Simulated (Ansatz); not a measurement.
HgPd, DFT, PBEsol, all-electron LAPW, scalar-relativistic (Ansatz 0.2.0), run on 1 thread of Arm Neoverse V2 on a shared host.

The cell is COD entry 1537801, as deposited and not checked against the literature; nothing was relaxed. The listed cell was then made from it by scaling, straining or moving an atom.

Command: `ansatz run input.yaml --threads 1 --pin off --max-ram 3072MiB --backend cpu --events-out ev --progress --plain --runs-dir out`

```yaml
crystal:
  lattice:
    - [3.0299525574, 0.0, 0.0]
    - [0.0, 3.0299525574, 0.0]
    - [0.0, 0.0, 3.76584]
  atoms:
    - { symbol: Hg, position: [0.0, 0.0, 0.0] }
    - { symbol: Pd, position: [0.5, 0.5, 0.5] }
kpoints:
  mp_grid: { grid: [11, 11, 9] }
  band_path:
    path:
      - [0.0, 0.0, 0.0]
      - [0.0, 0.5, 0.0]
      - [0.5, 0.5, 0.0]
      - [0.0, 0.0, 0.0]
      - [0.0, 0.0, 0.5]
      - [0.0, 0.5, 0.5]
      - [0.5, 0.5, 0.5]
      - [0.0, 0.0, 0.5]
      - [0.0, 0.5, 0.0]
    npoints: 5
scf:
  occupations: { method: fermi_dirac, width: 0.05 }
hamiltonian:
  xc: pbesol
  pseudopotentials: { kind: all_electron, lapw: { basis_error: 0.0005 } }
output:
  forces: true
  stress: true
  eigenvalues: true
```

(1) How large is the problem that the program sets up?

(2) Estimate the wall time and the peak memory.

Results:

(1) 105 irreducible k-points, 347 plane waves at Γ, 44 bands.

(2) 67 s of wall time for 11 SCF iterations, with a peak of 0.6 GiB. Times on shared machines scatter by tens of per cent.
